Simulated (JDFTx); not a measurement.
An input for JDFTx (a modified build) (Pt(100), linear PCM (GLSSA13), water, 1 M KF; bohr, hartree) and the course of its log:

```
lattice \
  5.2689874820 0.0000000000 0.0000000000 \
  0.0000000000 5.2689874820 0.0000000000 \
  0.0000000000 0.0000000000 45.1644543786
coords-type Lattice
ion Pt 0.0000000000 0.0000000000 -0.1649853560 0
ion Pt 0.5000000000 0.5000000000 -0.0824926780 0
ion Pt 0.0000000000 0.0000000000 0.0000000000 0
ion Pt 0.5000000000 0.5000000000 0.0824926780 0
ion Pt 0.0000000000 0.0000000000 0.1649853560 0
ion-species pseudo/pt_pbe_v1.4.upf
elec-cutoff 20 100
elec-ex-corr gga-PBE
coulomb-interaction Slab 001
coulomb-truncation-embed 0 0 0
kpoint-folding 8 8 1
elec-smearing Fermi 0.01
elec-n-bands 53
target-mu -0.179704
electronic-scf nIterations 100 energyDiffThreshold 1e-07
fluid LinearPCM
pcm-variant GLSSA13
fluid-solvent H2O
fluid-cation K+ 1
fluid-anion F- 1
fluid-minimize nIterations 400 knormThreshold 1e-11
wavefunction read f0.wfns
elec-initial-eigenvals f0.eigenvals
elec-initial-fillings read f0.fillings
fluid-initial-state f0.fluidState
dump-name f0_u0.$VAR
dump End State Ecomponents EigStats BandEigs Forces ElecDensity IonicPositions Fillings Kpoints Dtot FluidDebug BoundCharge FluidDensity
```

```
[one cycle in 5 is shown, and the last three; fluid-solver lines are left out]
	FillingsUpdate:  mu: -0.179704000  nElectrons: 82.750757
SCF: Cycle:  0   G: -426.127056713361071   dG: +4.243e+00   |Residual|: 2.073e-01   |deigs|: 7.297e-06
	FillingsUpdate:  mu: -0.179704000  nElectrons: 80.533587
SCF: Cycle:  5   G: -430.248183011082745   dG: -2.567e-01   |Residual|: 3.172e-02   |deigs|: 2.024e-03
	FillingsUpdate:  mu: -0.179704000  nElectrons: 80.077605
SCF: Cycle: 10   G: -430.371028602339948   dG: -1.132e-03   |Residual|: 2.558e-03   |deigs|: 4.141e-04
	FillingsUpdate:  mu: -0.179704000  nElectrons: 80.037072
SCF: Cycle: 15   G: -430.370692341473330   dG: +5.968e-07   |Residual|: 2.379e-03   |deigs|: 1.002e-03
	FillingsUpdate:  mu: -0.179704000  nElectrons: 80.065620
SCF: Cycle: 20   G: -430.371116456367304   dG: -1.993e-06   |Residual|: 7.466e-05   |deigs|: 2.612e-04
	FillingsUpdate:  mu: -0.179704000  nElectrons: 80.065062
SCF: Cycle: 25   G: -430.371116773500262   dG: -1.823e-08   |Residual|: 2.106e-05   |deigs|: 2.717e-05
	FillingsUpdate:  mu: -0.179704000  nElectrons: 80.064683
SCF: Cycle: 30   G: -430.371116799996742   dG: -2.205e-07   |Residual|: 2.859e-05   |deigs|: 5.844e-06
	FillingsUpdate:  mu: -0.179704000  nElectrons: 80.064672
SCF: Cycle: 35   G: -430.371116801103653   dG: +8.607e-09   |Residual|: 2.475e-05   |deigs|: 5.852e-06
	FillingsUpdate:  mu: -0.179704000  nElectrons: 80.066051
SCF: Cycle: 40   G: -430.371115708068999   dG: +1.084e-06   |Residual|: 1.083e-04   |deigs|: 6.267e-06
	FillingsUpdate:  mu: -0.179704000  nElectrons: 80.065045
SCF: Cycle: 45   G: -430.371116782287004   dG: -1.242e-06   |Residual|: 3.667e-05   |deigs|: 1.010e-05
	FillingsUpdate:  mu: -0.179704000  nElectrons: 80.065261
SCF: Cycle: 50   G: -430.371116696805359   dG: -1.942e-07   |Residual|: 5.010e-05   |deigs|: 9.319e-06
	FillingsUpdate:  mu: -0.179704000  nElectrons: 80.066041
SCF: Cycle: 55   G: -430.371115752005437   dG: +1.031e-06   |Residual|: 1.068e-04   |deigs|: 1.165e-05
	FillingsUpdate:  mu: -0.179704000  nElectrons: 80.065037
SCF: Cycle: 60   G: -430.371116772907953   dG: -1.913e-07   |Residual|: 2.440e-05   |deigs|: 2.384e-06
	FillingsUpdate:  mu: -0.179704000  nElectrons: 80.067057
SCF: Cycle: 65   G: -430.371113524539737   dG: +3.276e-06   |Residual|: 1.850e-04   |deigs|: 1.241e-05
	FillingsUpdate:  mu: -0.179704000  nElectrons: 80.064631
SCF: Cycle: 70   G: -430.371116755182300   dG: +1.928e-08   |Residual|: 2.881e-05   |deigs|: 4.086e-06
	FillingsUpdate:  mu: -0.179704000  nElectrons: 80.064856
SCF: Cycle: 75   G: -430.371116785749791   dG: +2.124e-09   |Residual|: 1.707e-05   |deigs|: 8.461e-06
	FillingsUpdate:  mu: -0.179704000  nElectrons: 80.064576
SCF: Cycle: 80   G: -430.371116757748382   dG: +5.482e-09   |Residual|: 1.914e-05   |deigs|: 3.825e-06
	FillingsUpdate:  mu: -0.179704000  nElectrons: 80.066833
SCF: Cycle: 85   G: -430.371114367885923   dG: +2.415e-06   |Residual|: 1.605e-04   |deigs|: 1.102e-05
	FillingsUpdate:  mu: -0.179704000  nElectrons: 80.064765
SCF: Cycle: 90   G: -430.371116778910732   dG: -9.875e-06   |Residual|: 2.482e-05   |deigs|: 2.032e-05
	FillingsUpdate:  mu: -0.179704000  nElectrons: 80.064143
SCF: Cycle: 95   G: -430.371116527305901   dG: +2.238e-07   |Residual|: 5.230e-05   |deigs|: 8.020e-06
	FillingsUpdate:  mu: -0.179704000  nElectrons: 80.066122
SCF: Cycle: 97   G: -430.371115765432364   dG: +9.994e-07   |Residual|: 1.056e-04   |deigs|: 7.370e-06
	FillingsUpdate:  mu: -0.179704000  nElectrons: 80.064731
SCF: Cycle: 98   G: -430.371116775849146   dG: -1.010e-06   |Residual|: 1.570e-05   |deigs|: 7.198e-06
	FillingsUpdate:  mu: -0.179704000  nElectrons: 80.067349
SCF: Cycle: 99   G: -430.371113065027089   dG: +3.711e-06   |Residual|: 1.979e-04   |deigs|: 1.301e-05
SCF: None of the convergence criteria satisfied after 100 iterations.
IonicMinimize: Iter:   0  G: -430.371113065027089  |grad|_K:  0.000e+00
IonicMinimize: Converged (|grad|_K<1.000000e-04).
```

This run gave no converged result. The loop ran out of cycles short of its threshold. It has stalled and not diverged: the last ten energies span 4e-06 Ha, so the total is near its end, but levels, forces and the electron count aren't shown converged.
